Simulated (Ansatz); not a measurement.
# SrGa₃ in the AuCu3-type structure

Method: PBEsol, scalar-relativistic; no spin polarisation; PAW, 420 eV, Γ-centred 8×8×8 mesh, 0.05 eV Gaussian smearing; code Ansatz. The datasets are Ansatz's generated set soft_2.

```yaml
crystal:
  lattice:
    - [4.42933, 0.00000, 0.00000]
    - [0.00000, 4.42933, 0.00000]
    - [0.00000, 0.00000, 4.42933]
  atoms:
    - { symbol: Sr, position: [0.00000, 0.00000, 0.00000] }
    - { symbol: Ga, position: [0.00000, 0.50000, 0.50000] }
    - { symbol: Ga, position: [0.50000, 0.50000, 0.00000] }
    - { symbol: Ga, position: [0.50000, 0.00000, 0.50000] }
```

The start was a prototype's sites filled with these elements, not a measured cell.

The cell above was scaled in volume, its shape and atoms being fixed by the lattice's symmetry. Energies are counted from the cell above.

The cell is relaxed to zero pressure at this level.

```csv
V (Å³/atom),ΔE (meV/atom),P (GPa)
20.86,5.7,2.1
21.29,1.4,1.0
21.72,0.0,0.0
22.16,1.2,-0.9
22.59,?,?
```

Q: Fill in the withheld row.

A: ΔE (meV/atom): 4.6, P (GPa): -1.7.

Q: What do the points give for the equilibrium volume, the bulk modulus and its pressure derivative (third-order Birch–Murnaghan)?

A: V0 = 21.74 Å³/atom, B0 = 47 GPa, B0′ = 4.7.

B0·V0 = 47.4 GPa × 21.74 Å³ = 6.43 eV/atom sets the scale: near the minimum ΔE ≈ ½ B0 V0 x², with x = V/V0 − 1, and a pressure of 0.5 GPa squeezes the volume by about 1 %. At the ends of the curve: x = −4.1 % predicts 5.3 meV/atom and the run gives 5.7; x = +3.9 % predicts 5.0 meV/atom and the run gives 4.6. The curve is steeper than the parabola on the compressed side and flatter on the expanded side: the bulk modulus rises with pressure. The run is a metal.
